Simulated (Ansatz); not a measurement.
Problem. Name crystals whose computed values (the program Ansatz at the PBE level (PAW)) fall in these windows: G_Hill (GPa) 150 to 190; Θ_D (K) 630 to 810.

Solution. 

```tsv
crystal	G_Hill (GPa)	Θ_D (K)
ZrC, rock salt	163	695
```
Others may fit too.

The cell was relaxed under the symmetry of its start. Rows with no word on spin ran without spin polarisation. Scalar-relativistic: spin–orbit coupling is off unless named, which matters more the heavier the elements.

Potentials: the later of the program's two PAW sets.
